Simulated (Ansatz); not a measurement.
Given:

Relaxed Pt (fcc, Cu type):

```
Pt
1.0
    0.00000     3.94026     3.94026
    1.97013     0.00000     1.97013
    1.97013     1.97013     0.00000
Pt
2
Direct
  0.00000   0.00000   0.00000
  0.50000   0.00000   0.00000
```

The atoms are displaced by Q × the pattern below (from a DFPT mode at L = (0.5, 0.0, 0.0), largest move 1; Q in Å), at fixed cell. (q is in reciprocal vectors of the primitive cell; the cell shown is doubled to hold the pattern.)

```
atom       x       y       z
----  ------  ------  ------
Pt1   -0.577   0.577   0.577
Pt2    0.577  -0.577  -0.577
```

Method: r2SCAN (plane waves to 500 eV, PAW, scalar-relativistic; Ansatz, a first-principles code). k mesh 10×20×20 (Γ-centred), Fermi-Dirac smearing 0.05 eV. E stands for the smeared free energy. With partly filled bands, energies and forces of such displacements shift with the k mesh and the smearing. Pt is run without spin polarisation. Pt was relaxed with its symmetry unable to fall. Spin-orbit coupling is left out, though Pt is heavy. The zero of ΔE is the undisplaced structure.

The scan covers Q from -0.100 to 0.100 Å in 13 points.

Task: Is this a single well or a double well?

Result: A single well with its minimum at or next to zero displacement.

Task: Which space group does the distorted structure have?

Result: R-3m (No. 166), lowered from Fm-3m.

Task: What is the energy change at Q = 0.100 Å?

Result: 271 meV/cell.

Task: What harmonic wavenumber does the curvature at Q = 0 give?

Result: 192 cm⁻¹.

(For displaced atoms, the force is minus the slope of the energy, and its curvature is a force constant, which sets phonon frequencies.)
